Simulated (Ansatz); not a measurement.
Space group Pm-3m (No. 221). a = 3.153 Å, b = 3.153 Å, c = 3.153 Å, α = 90.00°, β = 90.00°, γ = 90.00°
```csv
atom,site,symmetry,x,y,z
Mg,1a,m-3m,0.0000,0.0000,0.0000
Pd,1b,m-3m,0.5000,0.5000,0.5000
```

Equation of state of this MgPd structure (not necessarily the ground state), with shape and atoms relaxed at each volume where symmetry leaves them free. It has no gap at any of these volumes. Method: Ansatz, DFT r2SCAN, scalar-relativistic, plane waves, PAW.

Plane waves to 500 eV, a k mesh through Γ of 14×14×14 on the computed 2-atom cell and Gaussian smearing (0.10 eV); no spin polarisation.

| V (Å³/atom) | E − E(largest V) (meV/atom) | P (GPa) |
| --- | --- | --- |
| 14.736 | 3.67 | 7.42 |
| 15.207 | -11.93 | 3.39 |
| 15.677 | -16.64 | 0.00 |
| 16.147 | -12.18 | -2.87 |
| 16.617 | 0.00 | -5.28 |

Q: Fit a third-order Birch–Murnaghan equation to E(V).

A: V0 = 15.67 Å³/atom, B0 = 104 GPa, B0' = 4.7.

Cost: 5 runs of about 1 core-minutes in all, on Arm Neoverse V2 (shared hosts).